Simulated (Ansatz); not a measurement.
## SnAs (Fm-3m): phonons

Level of theory: PBEsol, PAW on Ansatz 0.2.0's default frozen-core files (fitted under PBE), scalar-relativistic.

Cell and atoms were relaxed beforehand by PAW with this functional.

Command:

```sh
ansatz run input.yaml --threads 1 --pin off --max-ram 3072MiB --backend cpu --events-out ev --progress --plain --runs-dir out
```

Input:

```yaml
crystal:
  lattice:
    - [0.0, 2.85788079154, 2.85788079154]
    - [2.85788079154, 0.0, 2.85788079154]
    - [2.85788079154, 2.85788079154, 0.0]
  atoms:
    - { symbol: Sn, position: [0.0, 0.0, 0.0] }
    - { symbol: As, position: [0.5, 0.5, 0.5] }
kpoints:
  mp_grid: { grid: [10, 10, 10] }
scf:
  occupations: { method: fermi_dirac, width: 0.1 }
hamiltonian:
  xc: pbesol
  pseudopotentials: { kind: paw }
phonons:
  qmesh: [2, 2, 2]
  qpath:
    path:
      - [0.0, 0.0, 0.0]
      - [0.5, 0.0, 0.5]
      - [0.625, 0.25, 0.625]
      - [0.375, 0.375, 0.75]
      - [0.0, 0.0, 0.0]
      - [0.5, 0.5, 0.5]
      - [0.5, 0.25, 0.75]
      - [0.5, 0.0, 0.5]
    npoints: 6
  temperatures: { t_min: 0, t_max: 1000, t_step: 100 }
```

Output:

```
Warning: RAYON_NUM_THREADS=1 ignored (pool sized by the plan → 1); use --threads N
Engine: ansatz 0.2.0, x86_64-unknown-linux-gnu
Pseudopotentials: kind: paw
Pseudopotential: Sn, paw, valence charge 14, recommended cutoff 420 eV (normal), Sn.paw.azcp
Pseudopotential: As, paw, valence charge 15, recommended cutoff 420 eV (normal), As.paw.azcp
Functional definition: PBEsol
  exchange = pbesol_x
  correlation = pbesol_c
Crystal: 4 atoms, lattice volume = 93.367 Å³
Basis set: ecut = 420 eV, 1875 PW (Γ), FFT grids on a1, a2, −a1+a2+a3, exchange–correlation on 60×60×80 points (8 copies of the dense FFT grid, shifted against one another)
Bands: 38, of which v1, the nominal top of the filled ones, is band 29 counted from 1 (28 counted from 0)
Symmetry: 32 space group operations
k-points: 63 of 500
Non-local potential: Sn, projectors of the file, l = 0: 2, l = 1: 2, l = 2: 2, l = 3: 2
Non-local potential: As, projectors of the file, l = 0: 2, l = 1: 2, l = 2: 3, l = 3: 1
PAW form: soft (Blöchl's): semilocal exchange-correlation on the pseudo side does not see the compensation charge
[... 94 lines left out ...]
  max |Σ_I F_I| component: 1.89e-29 eV/Å
--- Phonons: 4 displaced members + 2 references (amplitude of the first 0.0025 Å, Σ member SCF iterations 32) ---
  ASR residual: 3.056e-5 → 0.000e0 eV/Å²; symmetrization residual: 7.184e-5 eV/Å²
  largest component of a force at the reference: 9.5e-30 eV/Å
  ASR residual per site (eV/Å²): 1.33e-5 3.06e-5
  Γ frequencies (cm⁻¹): 0.00 0.00 0.00 89.78 89.78 89.78
--- Phonons (by wavevector): 3 wavevectors in 2 supercells ---
  supercell 1 (2 cells, vectors [1, 0, 0], [0, 1, -1], [0, 0, 2] in multiples of the cell's): 2 displaced members by 0.0025 Å; free energy -21525.965923 eV; taken off its force constants: by the sum rule 2.4e-5, by the ...
  symmetry images taken by strict's conditions (phonons.symmetry_images: auto; settled by no image being taken that strict refuses)
  supercell 2 (2 cells, vectors [1, 0, 0], [0, 1, 0], [0, 0, 2] in multiples of the cell's): 2 displaced members by 0.0025 Å; free energy -21525.965923 eV; taken off its force constants: by the sum rule 3.1e-5, by the ...
  symmetry images taken by strict's conditions (phonons.symmetry_images: auto; settled by no image being taken that strict refuses)
  q = [0.0000, 0.0000, 0.0000] (star 1, supercell 1; hermiticity 1.25e-50, symmetrization 1.07e-5): -0.00 -0.00 0.00 89.78 89.78 89.78
  q = [0.0000, 0.0000, -0.5000] (star 4, supercell 2; hermiticity 1.61e-16, symmetrization 1.11e-15): 106.18 106.18 133.73 133.73 143.71 151.69
  q = [0.0000, -0.5000, -0.5000] (star 3, supercell 1; hermiticity 1.48e-16, symmetrization 5.19e-16): 42.21 42.21 59.89 119.72 119.72 155.33
  joined force constants: q→R imaginary residual 3.26e-17
  density of states and harmonic sums: on the 20×20×20 q-mesh, interpolated from the force constants of a 2×2×2 supercell (no non-analytic term)
  largest difference from the sums on the solved wave vectors: F 4.95e-2 eV, S 8.17e-5 and C_V 3.23e-5 eV/K
```

The calculation finished and met its thresholds.

**Phonons on the q mesh**

Harmonic phonons of a crystal by Kohn-Sham DFT at the given cell, standard atomic masses, acoustic sum rule imposed; negative wavenumbers are unstable modes; one row a degenerate set, branches counted upwards.

| Item | Value |
| --- | --- |
| Unstable phonons | no |

```csv
point,q a (r.l.u.),q b (r.l.u.),q c (r.l.u.),branch,phonon wavenumber (cm⁻¹),degeneracy
Gamma,0,0,0,4,89.8,3
L,0.5,0,0,1,106.2,2
L,0.5,0,0,3,133.7,2
L,0.5,0,0,5,143.7,1
L,0.5,0,0,6,151.7,1
X,0.5,0.5,0,1,42.2,2
X,0.5,0.5,0,3,59.9,1
X,0.5,0.5,0,4,119.7,2
X,0.5,0.5,0,6,155.3,1
```

### Harmonic thermodynamics

Sums over wave vectors interpolated from the q mesh.

- Zero point energy: 20.34 meV/atom

```csv
temperature (K),phonon heat capacity (k_B/atom),phonon entropy (k_B/atom),phonon free energy (meV/atom)
100,2.433,2.058,13.52
200,2.841,3.912,-12.92
300,2.928,5.084,-51.99
400,2.959,5.931,-99.62
500,2.974,6.593,-153.7
600,2.982,7.136,-212.9
700,2.986,7.596,-276.4
800,2.99,7.995,-343.6
900,2.992,8.347,-414.1
1000,2.993,8.662,-487.4
```

**Zone-centre phonons**

Optical zone-centre levels upwards with Mulliken labels, activity, and the element with most of the kinetic energy.

```json
{
 "Point group": "m-3m"
}
```

```
number  phonon wavenumber (cm⁻¹)  label  infrared  raman  lead element
     1                      89.8    T1u       yes     no            As
```

Caveats: frozen-core PAW files fitted under PBE, their cores solved anew for the functional of the run; responses of metals move with mesh and smearing; coarse q mesh; activity by symmetry alone, a metal screens infrared modes.

It took 86 s on 1 thread of Intel(R) Xeon(R) 6975P-C (Granite Rapids), on a shared host, peak memory 0.73 GiB.
